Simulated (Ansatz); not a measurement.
An Ansatz (a program for electronic structure) run. Input:

Ansatz 0.2 input:
```yaml
crystal:
  lattice:
    - [3.1737848848, 0.0, 0.0]
    - [-1.5868924424, 2.7485783364, 0.0]
    - [0.0, 0.0, 19.3103897521]
  atoms:
    - { symbol: Mo, position: [0.6666666667, 0.3333333333, 0.0] }
    - { symbol: Mo, position: [0.3333333333, 0.6666666667, 0.676693452] }
    - { symbol: Mo, position: [0.3333333333, 0.6666666667, 0.323306548] }
    - { symbol: S, position: [0.3333333333, 0.6666666667, 0.0804479875] }
    - { symbol: S, position: [0.3333333333, 0.6666666667, 0.9195520125] }
    - { symbol: S, position: [0.6666666667, 0.3333333333, 0.7571565281] }
    - { symbol: S, position: [0.6666666667, 0.3333333333, 0.2428434719] }
    - { symbol: S, position: [0.6666666667, 0.3333333333, 0.4037508168] }
    - { symbol: S, position: [0.6666666667, 0.3333333333, 0.5962491832] }
kpoints:
  mp_grid: { grid: [8, 8, 2] }
  band_path:
    path:
      - [[0.0, 0.0, 0.0], [0.5, 0.0, 0.0], [0.3333333333, 0.3333333333, 0.0], [0.0, 0.0, 0.0], [0.0, 0.0, 0.5], [0.5, 0.0, 0.5], [0.3333333333, 0.3333333333, 0.5], [0.0, 0.0, 0.5]]  # Γ-M-K-Γ-A-L-H-A
      - [[0.5, 0.0, 0.5], [0.5, 0.0, 0.0]]  # L-M
      - [[0.3333333333, 0.3333333333, 0.5], [0.3333333333, 0.3333333333, 0.0]]  # H-K
      - [VBM, CBM]
    npoints: 8
hamiltonian:
  xc: r2scan
  dispersion: d4
  pseudopotentials: { azcp: { folder: ./paw }, kind: paw_fr }
magnetization: { noncollinear: true, spin_orbit: true }
scf:
  n_extra_bands: 18
  convergence: { dr2_threshold: 0.0000000001 }
  occupations: { method: gaussian, width: 0.01 }
checkpoint: { write: soc.run }
output: { eigenvalues: true }
```

Output (shortened):

```
Pseudopotential: Mo, paw, valence charge 14
Pseudopotential: S, paw, valence charge 6
Functional definition: r2SCAN
non-collinear run that drives no moment, with spin-orbit …
Crystal: 9 atoms, lattice volume = 168.452 Å³
Basis set: ecut = 500 eV, 4277 PW (Γ), exchange–correlation on 96×96×576 points (64 copies of the dense FFT grid, shifted against one another)
Bands: 96, of which v1, the nominal top of the filled ones, is band 78 counted from 1 (77 counted from 0)
Symmetry: 12 space group operations + 12 with time reversal
k-points: 20 of 128 (time reversal used)
Projection manifold: j_resolved (fully-relativistic pseudo-atomic orbitals)
SCF iter   1: F=—  HF=-20330.532727 eV  |F-HF|=—  |Δ(HF+E_count)|=         —  Δρ=6.16e-2  dr2=7.89e0  dr2_τ=1.05e-1  dr2_m=0.00e0 (ungated)  ethr=3.10e-3  |M|=0.00e0 ∫|m|=0.00e0 μB  |m|>n=0.0e0 m-floor=0.0e0 τ_xc=0.0e0  β_m=0.30  ⟨swp⟩=7.7  Hψ=10123  notcnv=0  defer=3
preconditioner: auto → Resta (q_TF=auto, 2.400 Å⁻¹)
spin=Noncollinear: Resta preconditioning applied to the charge; magnetization (m_x, m_y, m_z) channels mix plain (no charge-response kernel on spin).
SCF iter   2: F=—  HF=-20329.470457 eV  |F-HF|=—  |Δ(HF+E_count)|=    1.06e0  Δρ=3.74e-2  dr2=3.03e0  dr2_τ=2.71e-2  dr2_m=0.00e0 (ungated)  ethr=3.10e-3  |M|=0.00e0 ∫|m|=0.00e0 μB  |m|>n=0.0e0 m-floor=0.0e0 τ_xc=0.0e0  β_m=0.47  ⟨swp⟩=2.5  Hψ=3376  notcnv=0  defer=196
SCF iter   3: F=—  HF=-20328.896031 eV  |F-HF|=—  |Δ(HF+E_count)|=   5.74e-1  Δρ=1.44e-2  dr2=5.47e-1  dr2_τ=3.37e-3  dr2_m=0.00e0 (ungated)  ethr=3.10e-3  |M|=0.00e0 ∫|m|=0.00e0 μB  |m|>n=0.0e0 m-floor=0.0e0 τ_xc=0.0e0  β_m=0.67  ⟨swp⟩=2.5  Hψ=2931  notcnv=0  defer=196
SCF iter   4: F=—  HF=-20328.858495 eV  |F-HF|=—  |Δ(HF+E_count)|=   3.75e-2  Δρ=3.56e-3  dr2=2.83e-2  dr2_τ=1.44e-4  dr2_m=0.00e0 (ungated)  ethr=7.02e-4  |M|=0.00e0 ∫|m|=0.00e0 μB  |m|>n=0.0e0 m-floor=0.0e0 τ_xc=0.0e0  β_m=0.84  ⟨swp⟩=2.9  Hψ=3087  notcnv=0  defer=192
SCF iter   5: F=—  HF=-20328.862397 eV  |F-HF|=—  |Δ(HF+E_count)|=   3.90e-3  Δρ=1.78e-3  dr2=1.17e-2  dr2_τ=1.42e-4  dr2_m=0.00e0 (ungated)  ethr=3.63e-5  |M|=0.00e0 ∫|m|=0.00e0 μB  |m|>n=0.0e0 m-floor=0.0e0 τ_xc=0.0e0  β_m=0.92  ⟨swp⟩=2.5  Hψ=3768  notcnv=0  defer=192
SCF iter   6: F=—  HF=-20328.861422 eV  |F-HF|=—  |Δ(HF+E_count)|=   9.75e-4  Δρ=3.47e-4  dr2=5.78e-4  dr2_τ=7.94e-6  dr2_m=0.00e0 (ungated)  ethr=1.50e-5  |M|=0.00e0 ∫|m|=0.00e0 μB  |m|>n=0.0e0 m-floor=0.0e0 τ_xc=0.0e0  β_m=0.96  ⟨swp⟩=2.8  Hψ=2750  notcnv=0  defer=192
SCF iter   7: F=—  HF=-20328.861540 eV  |F-HF|=—  |Δ(HF+E_count)|=   1.18e-4  Δρ=3.01e-4  dr2=3.83e-4  dr2_τ=7.18e-6  dr2_m=0.00e0 (ungated)  ethr=7.41e-7  |M|=0.00e0 ∫|m|=0.00e0 μB  |m|>n=0.0e0 m-floor=0.0e0 τ_xc=0.0e0  β_m=0.80  ⟨swp⟩=3.0  Hψ=3692  notcnv=0  defer=192
SCF iter   8: F=—  HF=-20328.861507 eV  |F-HF|=—  |Δ(HF+E_count)|=   3.32e-5  Δρ=6.86e-5  dr2=1.44e-5  dr2_τ=3.08e-7  dr2_m=0.00e0 (ungated)  ethr=4.91e-7  |M|=0.00e0 ∫|m|=0.00e0 μB  |m|>n=0.0e0 m-floor=0.0e0 τ_xc=0.0e0  β_m=0.89  ⟨swp⟩=2.0  Hψ=2494  notcnv=0  defer=192
SCF iter  13: F=-20328.861677 eV  HF=-20328.861677 eV  |F-HF|=4.73e-11  |Δ(HF+E_count)|=  8.40e-10  Δρ=1.63e-7  dr2=8.62e-11  dr2_τ=1.44e-12  dr2_m=0.00e0 (ungated)  ethr=1.00e-12  |M|=0.00e0 ∫|m|=0.00e0 μB  |m|>n=0.0e0 m-floor=0.0e0 τ_xc=0.0e0  ⟨swp⟩=10.2  Hψ=8748  notcnv=0
SCF 1 converged in 13 iterations: F = -20328.861677 eV  dr2 = 8.62e-11
NSCF: frozen V_eff on 28 k-points
NSCF: frozen V_eff on 28 k-points
NSCF: frozen V_eff on 28 k-points
NSCF: frozen V_eff on 5 k-points
NSCF: frozen V_eff on 13 k-points
NSCF: frozen V_eff on 13 k-points
NSCF: frozen V_eff on 11 k-points
NSCF: frozen V_eff on 19 k-points
NSCF: frozen V_eff on 3 k-points
NSCF: frozen V_eff on 84 k-points
SCF converged after 13 iterations
Magnetization: |M| = 0.0000 μB,  M = (+0.0000, +0.0000, +0.0000) μB
Absolute magnetization: 0.0000 μB (∫|m|)
  site 0: m = (+0.0000, +0.0000, +0.0000) μB, |m| = 0.0000 μB  (R = 0.99 Å)
  site 1: m = (+0.0000, +0.0000, +0.0000) μB, |m| = 0.0000 μB  (R = 0.99 Å)
  site 2: m = (+0.0000, +0.0000, +0.0000) μB, |m| = 0.0000 μB  (R = 0.99 Å)
  site 3: m = (+0.0000, +0.0000, +0.0000) μB, |m| = 0.0000 μB  (R = 0.99 Å)
  site 4: m = (+0.0000, +0.0000, +0.0000) μB, |m| = 0.0000 μB  (R = 0.99 Å)
  site 5: m = (+0.0000, +0.0000, +0.0000) μB, |m| = 0.0000 μB  (R = 0.99 Å)
  site 6: m = (+0.0000, +0.0000, +0.0000) μB, |m| = 0.0000 μB  (R = 0.99 Å)
  site 7: m = (+0.0000, +0.0000, +0.0000) μB, |m| = 0.0000 μB  (R = 0.99 Å)
  site 8: m = (+0.0000, +0.0000, +0.0000) μB, |m| = 0.0000 μB  (R = 0.99 Å)
Free energy (F): -20328.861677 eV
Harris-Foulkes:  -20328.861677 eV  (|F-HF|=4.73e-11)
Internal energy: -20328.861677 eV  (E = F + TS)
E sigma→0 (E₀):  -20328.861677 eV
Fermi energy:    10.598762 eV
--- Per-component energies (eV) ---
  E_band       = -585.755248
  E_kinetic    = 1899.328531
  E_local      = -6658.548502  (includes V_loc(G=0)·N_el)
  E_nonlocal   = 647.540322
  E_hartree    = 2633.383528
  E_xc         = -1018.046916
  E_vxc        = -1272.512492  (∫ρ·V_xc dr)
  E_paw        = -13366.973141  (= ΣΔE_a)
  E_vpaw       = -542.704392  (= ΣTr[D̂ρ^β])
  E_aug_tail   = 0.000065  (compensation charges beyond the density's cutoff)
  E_vtau       = 74.374688  (kinetic-family band-sum trace: ∫τ·v_τ [+ j·A + Jᵃ·Aᵃ] dr)
  E_ewald      = -4462.884402
  E_disp       = -1.340320  (pairwise vdW)
  E_core_change = -1.320842  (= ΣΔE_core)
  E_smearing   =  0.000000  (= −TS)
  E_closure    = 0.000000  (closes the sum)
  Σ components = -20328.861677   (vs F -20328.861677, Δ=0.00e0)
  [band-id]    e_kinetic+e_local+e_nonlocal+2·e_hartree+e_vxc+e_vpaw+e_augmentation_tail+e_vtau = -585.754724   (vs E_band -585.755248, Δ=5.24e-4)
--- Band table (eV; the first three rows and the last of 20) ---
  k-point 0: bands = ["-53.4611", "-53.4611", "-53.4607", "-53.4607", "-53.4607", "-53.4607", "-28.4227", "-28.4227", "-28.4221", "-28.4221", "-28.4221", "-28.4221", "-26.0249", "-26.0249", "-26.0245", "-26.0245", "-26.0245", "-26.0245", "-25.8669", …
  k-point 1: bands = ["-53.4611", "-53.4611", "-53.4607", "-53.4607", "-53.4607", "-53.4607", "-28.4227", "-28.4227", "-28.4221", "-28.4221", "-28.4221", "-28.4221", "-26.0249", "-26.0249", "-26.0245", "-26.0245", "-26.0245", "-26.0245", "-25.8669", …
  k-point 2: bands = ["-53.4549", "-53.4549", "-53.4544", "-53.4544", "-53.4544", "-53.4544", "-28.4392", "-28.4392", "-28.4386", "-28.4386", "-28.4386", "-28.4386", "-26.0328", "-26.0328", "-26.0324", "-26.0324", "-26.0324", "-26.0324", "-25.9056", …
  k-point 19: bands = ["-53.4137", "-53.4137", "-53.4133", "-53.4133", "-53.4133", "-53.4133", "-28.5674", "-28.5666", "-28.5666", "-28.5424", "-28.5416", "-28.5416", "-26.2000", "-26.1988", "-26.1988", "-26.1544", "-26.1532", "-26.1532", "-26.0530", …
```

Cost: roughly 8 core-minutes on shared cores.

Space group P-6m2. The first step of the workflow began from a Materials Project structure, measured or hypothetical; the Crystallography Open Database copy checked does not list it. It is not the phase usual at ambient conditions (space group No. 160, 194). The r²SCAN+D4 relaxation kept the symmetry of its start; whether a distortion lowers the energy is not shown. The run is not spin-polarised.

Potentials: the earlier of the program's two PAW sets.

Ansatz is a plane-wave DFT program.
